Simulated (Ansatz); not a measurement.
C (space group P6_3/mmc)

```yaml
crystal:
  lattice:
    - [2.44493, 0.00000, 0.00000]
    - [-1.22247, 2.11738, 0.00000]
    - [0.00000, 0.00000, 6.63682]
  atoms:
    - { symbol: C, position: [0.00000, 0.00000, 0.25000] }
    - { symbol: C, position: [0.00000, 0.00000, 0.75000] }
    - { symbol: C, position: [0.33333, 0.66667, 0.25000] }
    - { symbol: C, position: [0.66667, 0.33333, 0.75000] }
```

The slice is a (-1 1 0 2) plane (indices of the conventional cell) through the point (0.000, 0.000, 0.750) (fractional), spanned by u = [110] and v = [1 -1 1] in vectors of this cell: u (2.44 Å) and v (7.87 Å, at 90° to u). It covers one period; positions are fractions (u, v).

Method: LDA (plane waves to 420 eV, PAW, scalar-relativistic; Ansatz, a program for electronic structure). k mesh 15×15×5. Near the nuclei the fields are pseudised (PAW); where an atom keeps semicore shells as valence, they peak there. C was relaxed with its symmetry unable to fall.

Sketch the electrostatic potential energy of an electron, from the cell's mean on this plane as a map.


```
|xxx     xx|
|xx .===. x|
|  :+*#*+: |
|=+*#%%%#*+|
|#%%%@@@%%%|
|@@@@@@@@@@|
|@@@@@@@@@@|
|@@@@@@@@@@|
|@@@@@@@@@@|
|@@@@@@@@@@|
|@@%%%#%%%@|
|%%#*+=+*#%|
|#*+:   :+*|
|==. xxx .=|
|   xxxxx  |
|   xxxxx  |
|   xxxxx  |
|    xxx   |
|          |
|.:=+++++=:|
|**#%%%%%#*|
|%%@@@@@@@%|
|@@@@@@@@@@|
|@@@@@@@@@@|
|@@@@@@@@@@|
|@@@@%%%@@@|
|%%%#***#%%|
|+++=:.:=++|
|          |
|xx       x|
|xxx     xx|
|xxx     xx|
```
Scale: ten equal steps from 1.00 (start of ' ') to 9.80 (end of '@'), in the order ' .:-=+*#%@'. Values: electrostatic potential energy of an electron, from the cell's mean, in eV. The map has 10 points along u (one character each, u = 0 at the left) and 32 along v (v = 0 in the bottom row). Points within 0.6 Å of a nucleus are blanked (x), as the pseudised field means little there. Values under 1 eV are set to 1. The zero, the cell's mean, hangs on the PAW cores.
